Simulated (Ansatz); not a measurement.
GaN (zinc blende) is sheared across one {111} plane, glide cut: the third cell vector gains the shift, so faults repeat every 7.8 Å. The cut lies between planes 0.65 Å apart; the cell height is held.

```
CELL_PARAMETERS angstrom
      3.18050     0.00000     0.00000
      1.59025     2.75440     0.00000
     -0.00001     0.00000     7.79060
ATOMIC_POSITIONS crystal
  N  0.66667 0.66667 0.04167
  N  0.33333 0.33333 0.37500
  N  0.00000 0.00000 0.70833
  Ga 0.00000 0.00000 0.95833
  Ga 0.66667 0.66667 0.29167
  Ga 0.33333 0.33333 0.62500
```

In-plane vectors a = (3.181, 0.000) Å, b = (1.590, 2.754) Å, area 8.76 Å². The shift is s times the vector a + b (length 5.509 Å), so s = 1 restores the start. Atoms relax along the normal only. γ = [E(shift) − E(0)] / area.

These are r2SCAN (plane waves to 500 eV, PAW, scalar-relativistic; Ansatz, a program for electronic structure) values and carry that method's errors. k mesh 10×10×4 (Γ-centred), Fermi-Dirac smearing 0.05 eV. Energies are extrapolated to zero smearing. Some relaxations began with atoms very close together and may have settled on another branch. As the smearing reaches across the gap at some points, the k mesh leaves noise in γ, roughly 0.02 J/m² as judged from a few cases. Faults lie only 7.8 Å apart, and holding the cell height raises γ above its relaxed value. GaN was relaxed with its symmetry unable to fall. The zero of γ is zero shift. The last digit holds for this mesh only.

```json
[
 {"s": "0.000", "γ (J/m²)": "0.00"},
 {"s": "0.083", "γ (J/m²)": "3.00"},
 {"s": "0.167", "γ (J/m²)": "7.90"},
 {"s": "0.250", "γ (J/m²)": "10.45"},
 {"s": "0.333", "γ (J/m²)": "11.21"},
 {"s": "0.417", "γ (J/m²)": "10.45"},
 {"s": "0.500", "γ (J/m²)": "7.89"},
 {"s": "0.583", "γ (J/m²)": "2.97"},
 {"s": "0.667", "γ (J/m²)": "-0.05"},
 {"s": "0.750", "γ (J/m²)": "1.13"},
 {"s": "0.833", "γ (J/m²)": "withheld"},
 {"s": "0.917", "γ (J/m²)": "1.16"}
]
```

Question: Fit a Fourier form (three harmonics of 1 − cos and sin) to the given rows and predict γ at s = 0.833.

Answer: Least squares on the 11 given rows: γ = (2.717)·[1 − cos(2πs)] + (4.724)·sin(2πs) + (0.961)·[1 − cos(4πs)] + (-1.670)·sin(4πs) + (1.208)·[1 − cos(6πs)], in J/m²; root-mean-square residual 0.073 J/m². At 0.833 the fit gives 2.57 J/m²; the calculation gives 1.88 J/m², so the interpolation is off by 0.69 (+36.7 %). 

(The slope of γ gives the shear force per area between the displaced halves; near zero shift its curvature is an elastic stiffness.)
